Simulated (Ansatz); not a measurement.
Na₂CaMgP₂O₈: checking a database structure before trusting its electric field gradients

The cell is a COD entry, taken as it stands.

Space group P-3m1 (No. 164); a = 5.3090, c = 7.2370 Å, γ = 120.00°.

```csv
site,Wyckoff,site symmetry,x,y,z
Na,2d,3m.,0.3333,0.6667,0.7660
Ca,1b,-3m.,0.0000,0.0000,0.5000
Mg,1a,-3m.,0.0000,0.0000,0.0000
P,2d,3m.,0.3333,0.6667,0.2490
O7,2d,3m.,0.3333,0.6667,0.0290
O9,6i,.m.,0.1760,0.8240,0.3100
```

One atom of each set is listed.

Method: Kohn–Sham DFT in Ansatz, PBE, plane waves and PAW (field gradients read without the response of the frozen cores, which leaves them typically 4 to 6 % off), scalar-relativistic, 420 eV cutoff, Γ-centred 5×5×3 k-points, Fermi–Dirac smearing 0.02 eV.

Problem. Do the atoms and the cell lie near the calculated equilibrium?

Solution. No. The largest force is 3.9 eV/Å, on atom 5 (P: 4 O at 1.51–1.59 Å), and the pressure is 11.3 GPa. Such values can come from a cell under pressure, imprecise or misplaced coordinates, missing atoms or a wrong setting of the space group; the run alone doesn't tell which, and gradients calculated on this entry can't be taken for those of the compound at ambient conditions.
